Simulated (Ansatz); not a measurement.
SiGe:
```yaml
crystal:
  lattice:
    - [1.96221, 1.13288, 6.39973]
    - [-1.96221, 1.13288, 6.39973]
    - [0.00000, -2.26576, 6.39973]
  atoms:
    - { symbol: Si, position: [0.93882, 0.93882, 0.93882] }
    - { symbol: Si, position: [0.06118, 0.06118, 0.06118] }
    - { symbol: Ge, position: [0.43597, 0.43597, 0.43597] }
    - { symbol: Ge, position: [0.56403, 0.56403, 0.56403] }
```

The program Ansatz at the r²SCAN level (PAW) gives a gap of 0.65 eV without spin–orbit coupling, maximum at Γ, minimum at F.

Question: What happens when spin–orbit coupling is switched on?

Answer: The gap falls by 0.06 eV, to 0.59 eV; maximum at Γ, minimum at F.

Question: Give the electron effective mass with spin–orbit coupling.

Answer: 0.11, 0.22, 1.3 mₑ (principal values).

Question: Give the hole effective mass with spin–orbit coupling.

Answer: 0.12 along x, 0.55 along z (mₑ).

Space group R-3m. The start of the workflow was typed in or built on a structure type; neither database checked (COD, Materials Project) lists it. Its standing as an ambient phase is unchecked. The cell was relaxed with r²SCAN under the symmetry of its start; whether a distortion lowers the energy is not shown.

Potentials: the later of the program's two PAW sets.
